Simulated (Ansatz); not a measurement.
MoPt:
Space group P4/mmm (No. 123); a = b = 2.700 Å, c = 4.090 Å, α = β = γ = 90.00°

```json
[
 {"atom": "Pt", "site": "1a", "symmetry": "4/mmm", "x": "0.0000", "y": "0.0000", "z": "0.0000"},
 {"atom": "Mo", "site": "1d", "symmetry": "4/mmm", "x": "0.5000", "y": "0.5000", "z": "0.5000"}
]
```

Relaxed with PBEsol.

Task: Decompose the optical modes at the zone centre into irreducible representations, and say which are infrared and Raman allowed.

Result: Point group 4/mmm: Γ_opt = A2u + Eu. Infrared: A2u, Eu. Raman: none.

Task: Assign frequencies (DFPT, plane-wave PAW PBEsol (Ansatz code)).

Result: Eu 137, A2u 190 cm⁻¹.

The start of the workflow was typed in or built on a structure type; neither database checked (COD, Materials Project) lists it. Its standing as an ambient phase is unchecked. The PBEsol relaxation kept the symmetry of its start; its stability against distortions is not shown here. The run is not spin-polarised. As this level gives no gap, phonon frequencies hold no LO–TO term and depend on the k-mesh and smearing (Fermi–Dirac, 0.1 eV here). Axis ratios of metals converge slowly with the k-mesh, so a and c are less sure than the volume. Scalar-relativistic: spin–orbit coupling is off unless named, which matters more the heavier the elements.

Potentials: the later of the program's two PAW sets.
